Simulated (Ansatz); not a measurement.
GaSb:
Space group P6₃mc (No. 186); a = 4.3125 Å, b = 4.3125 Å, c = 14.1536 Å, α = 90.00°, β = 90.00°, γ = 120.00°

```
atom  site  symmetry       x       y       z
----  ----  --------  ------  ------  ------
Ga      2b       3m.  0.3333  0.6667  0.4998
Sb      2b       3m.  0.6667  0.3333  0.1878
Ga      2a       3m.  0.0000  0.0000  0.2505
Sb      2a       3m.  0.0000  0.0000  0.4370
```

Relaxed at zero pressure with DFT-PBEsol in the program Ansatz with PAW potentials.

**Question.** The volume is lowered by 9 % and shape and atoms relax at that volume. What pressure results, and how do the axes share the change?

**Answer.** 6.1 GPa; a -3.1 %, b -3.1 %, c -3.0 %; the energy rises by 44 meV/atom.

**Question.** Give the new structure.

**Answer.** 
Space group P6₃mc (No. 186); a = 4.178 Å, b = 4.178 Å, c = 13.723 Å, α = 90.00°, β = 90.00°, γ = 120.00°

```json
[
 {"atom": "Ga", "site": "2b", "symmetry": "3m.", "x": "0.3333", "y": "0.6667", "z": "0.4999"},
 {"atom": "Sb", "site": "2b", "symmetry": "3m.", "x": "0.6667", "y": "0.3333", "z": "0.1876"},
 {"atom": "Ga", "site": "2a", "symmetry": "3m.", "x": "0.0000", "y": "0.0000", "z": "0.2505"},
 {"atom": "Sb", "site": "2a", "symmetry": "3m.", "x": "0.0000", "y": "0.0000", "z": "0.4370"}
]
```

The phase is kept; no other phase was compared at this pressure.

Space group P6_3mc. The start of the workflow was typed in or built on a structure type; the Crystallography Open Database copy checked does not list it. It is not the phase usual at ambient conditions (space group No. 216). The PBEsol relaxation kept the symmetry of its start; of distortions, only those at the zone centre were tested. Scalar-relativistic: spin–orbit coupling is off unless named, which matters more the heavier the elements.

Potentials: the later of the program's two PAW sets.
